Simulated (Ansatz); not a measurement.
BaMg2 squeezed and stretched

A database entry relaxed whole under r2SCAN (P6_3/mmc):

```
Ba Mg
1.0
     6.68215    0.00000    0.00000
    -3.34108    5.78691    0.00000
     0.00000    0.00000   10.55599
Ba Mg
4 8
Cartesian
  0.0000 3.8579 0.5896
  3.3411 1.9290 5.8676
  0.0000 3.8579 4.6883
  3.3411 1.9290 9.9663
  0.0000 0.0000 0.0000
  0.0000 0.0000 5.2780
  3.3411 3.9297 2.6390
  -1.7327 4.8583 7.9170
  1.6084 0.9286 2.6390
  0.0000 1.8572 7.9170
  5.0738 0.9286 2.6390
  1.7327 4.8583 7.9170
```

The cell was scaled uniformly, its shape held, and the atoms relaxed at each volume with plane-wave PAW DFT (Ansatz 0.2.0; r2SCAN, 500 eV, 6×6×4 Γ-centred mesh, fermi-dirac occupations of width 0.100 eV; no spin, no spin-orbit coupling). One row is withheld.

```tsv
volume (Å³/atom)	energy over the lowest (meV/atom)	pressure (GPa)
31.975	9.0	1.55
32.655	3.8	0.99
33.336	0.8	0.47
34.016	0.0	0.00
34.696	?	?
35.376	3.9	-0.82
36.057	8.2	-1.18
```

Task: Fit the pressures of the other rows to the third-order Birch-Murnaghan form.

Result: With f = [(V₀/V)^(2/3) − 1]/2 and P = 3B₀f(1 + 2f)^(5/2)[1 + 3(B₀′ − 4)f/2], least squares gives V₀ = 34.02 Å³ an atom, B₀ = 22.4 GPa and B₀′ = 3.6; the rows miss the fit by less than 0.01 GPa. The slope of the energies differs from these pressures by less than 0.05 GPa.

Task: What does the withheld row hold?

Result: The fit gives -0.43 GPa at 34.696 Å³; the run gave -0.43 GPa and 1.1 meV an atom.

Caveats: the shape of the cell was held, so B₀ is an upper bound where the axes differ in stiffness; 0 K, fixed nuclei; the symmetry was kept, and this need not be the phase that is stable at 0 K; one mesh for all volumes; every run is gapless at this level; pressure is positive in compression.
